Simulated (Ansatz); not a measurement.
# Stability checks on a candidate for HfTi₃N₄

The cell was found from a structure generator's guess, not taken from experiment.

The calculation used DFT PBE, scalar-relativistic, plane waves, PAW (Ansatz 0.2.0). The final run on the 8-atom cell used 420 eV, a Γ-centred 12×12×6 mesh, 0.10 eV smearing and no spin polarisation.

```yaml
crystal:
  lattice:
    - [3.07378, 0.00000, 0.00000]
    - [0.00000, 3.07378, 0.00000]
    - [0.00000, 0.00000, 8.67570]
  atoms:
    - { symbol: Hf, position: [0.00000, 0.00000, 0.00000] }
    - { symbol: Ti, position: [0.50000, 0.50000, 0.26374] }
    - { symbol: Ti, position: [0.00000, 0.00000, 0.50000] }
    - { symbol: Ti, position: [0.50000, 0.50000, 0.73626] }
    - { symbol: N, position: [0.00000, 0.00000, 0.25579] }
    - { symbol: N, position: [0.50000, 0.50000, 0.50000] }
    - { symbol: N, position: [0.00000, 0.00000, 0.74421] }
    - { symbol: N, position: [0.50000, 0.50000, 0.00000] }
```

Energies over the elements count from the elements' standard structures at the same level (N₂ as a molecule), with no fitted energy shifts.

**Question.** These tests were run: energy against the elements; random kick, then relaxation without symmetry; phonons on a 2×2×1 q mesh. What do they show?

**Answer.**

```
                                         test                         result
                  energy against the elements                  −1.68 eV/atom
random kick, then relaxation without symmetry                        returns
                    phonons on a 2×2×1 q mesh  no imaginary mode on the mesh
```

It fails none of these tests. Other phases of the system weren't compared here, so this isn't yet thermodynamic stability.

Spin–orbit coupling, which can matter for Hf, is left out. The kick test ran on a coarse mesh. The run for the phonons used a 12×12×6 k mesh and Fermi–Dirac smearing of 0.15 eV.
